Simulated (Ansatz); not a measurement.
A series in space group P6_3/mmc

All 3 crystals share space group P6_3/mmc (No. 194) and the same kinds of sites, 2 atoms in the primitive cell. They are database entries and needn't be the stable phases. The set is a selection: crystals with unstable modes on a coarse mesh or in a metal were left out. Cells are relaxed by PAW under the functional.

Quantity: harmonic phonons by finite displacements (negative means unstable), on a 3×3×1 q mesh. Level: PBEsol, all-electron LAPW in Ansatz 0.2.0, scalar-relativistic.

```tsv
crystal	cell (conventional)	k mesh	smearing (eV)	highest mode (cm⁻¹)	lowest at K (cm⁻¹)	lowest optical at Γ (cm⁻¹)	highest at Γ (cm⁻¹)
Ag	a = 2.853, c = 4.730 Å	15×15×8	0.10	174	113	69.7	174
Ca	a = 3.851, c = 6.352 Å	12×12×6	0.05	154	121	71.5	154
Y	a = 3.596, c = 5.598 Å	12×12×6	0.08	?	?	?	?
```

Question: What did the calculation give for Y?

Answer: highest mode = 152 cm⁻¹, lowest at K = 109 cm⁻¹, lowest optical at Γ = 86.4 cm⁻¹, highest at Γ = 152 cm⁻¹.

Caveats: responses of metals move with mesh and smearing.
